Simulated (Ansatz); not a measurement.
TiO2:
```yaml
crystal:
  lattice:
    - [4.59693, 0.00000, 0.00000]
    - [0.00000, 4.59693, 0.00000]
    - [0.00000, 0.00000, 2.95356]
  atoms:
    - { symbol: Ti, position: [0.00000, 0.00000, 0.00000] }
    - { symbol: Ti, position: [0.50000, 0.50000, 0.50000] }
    - { symbol: O, position: [0.30463, 0.30463, 0.00000] }
    - { symbol: O, position: [0.80463, 0.19537, 0.50000] }
    - { symbol: O, position: [0.19537, 0.80463, 0.50000] }
    - { symbol: O, position: [0.69537, 0.69537, 0.00000] }
```

Relaxed with r²SCAN.

Map the electron localisation function on the plane through (0.000, 0.000, 0.000) spanned by u = [0, 0, 1] and v = [1, 1, 0] in lattice vectors, from r²SCAN (plane waves, PAW; program Ansatz).

x is the fraction of u, y of v (the angle between them is 90°; rows are the nearest grid lines); atoms in the plane: Ti at (0.00, 0.00), Ti at (0.50, 0.50), O at (0.00, 0.30), O at (0.00, 0.70).
```
|  +#+.  .  .+#+  |
|.:*#=   .   =#*:.|
|%#*-.       .-*#%|
|=-:           :-=|
|##*+-.     .-+*##|
|@@@%#=.   .=#%@@@|
|+*@@@#=. .=#@@@*+|
|:=%@@#-   -#@@%=:|
|=*@@@+.   .+@@@*=|
|@@@#::=***=::#@@@|
|%%*::+#####+::*%%|
|.. .=#+. .+#=. ..|
|.. .=#+. .+#=. ..|
|%%*::+#####+::*%%|
|@@@#::=***=::#@@@|
|=*@@@+.   .+@@@*=|
|:=%@@#-   -#@@%=:|
|+*@@@#=. .=#@@@*+|
|@@@%#=.   .=#%@@@|
|##*+-.     .-+*##|
|=-:           :-=|
|%#*-.       .-*#%|
|.:*#=   .   =#*:.|
|  +#+.  .  .+#+  |
```
Scale: ten equal steps from 0.007 (start of ' ') to 0.831 (end of '@'), in the order ' .:-=+*#%@'; x runs from 0.000 to 1.00, y from 0.000 (bottom) to 1.00 (top).

The density is the valence pseudo-density with augmentation charge, so density and ELF within about 1 Å of a nucleus are not all-electron values.

Space group P4_2/mnm (rutile). The cell was relaxed with r²SCAN under the symmetry of its start. The run is not spin-polarised.

Potentials: the later of the program's two PAW sets.
